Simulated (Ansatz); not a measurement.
Zr (diamond, Fd-3m) at seven volumes, plane-wave PAW r²SCAN (Ansatz code), scaled uniformly. One row is withheld.

| V (Å³/atom) | P (GPa) |
|---|---|
| 26.931 | ? |
| 27.819 | 2.46 |
| 28.707 | 1.13 |
| 29.595 | 0.01 |
| 30.483 | -1.01 |
| 31.370 | -2.02 |
| 32.258 | -2.95 |

Task: Fit the shown pressures and predict the withheld one.

Result: P = (3/2)B₀(x^(7/2) − x^(5/2))[1 + (3/4)(B′ − 4)(x − 1)] with x = (V₀/V)^(2/3). Least squares on the six rows gives V₀ = 29.609 Å³/atom, B₀ = 37.1 GPa, B′ = 1.76. At V = 26.931, x = 1.0652 and P = 3.79 GPa. The run itself gave 3.96 GPa.

The start of the workflow was typed in or built on a structure type; neither database checked (COD, Materials Project) lists it. It is not the phase usual at ambient conditions (space group No. 194). Symmetry was held in the r²SCAN relaxation; its stability against distortions is not shown here. The run is not spin-polarised. The volume moved by -20 % from the start of the relaxation.

Potentials: the earlier of the program's two PAW sets.
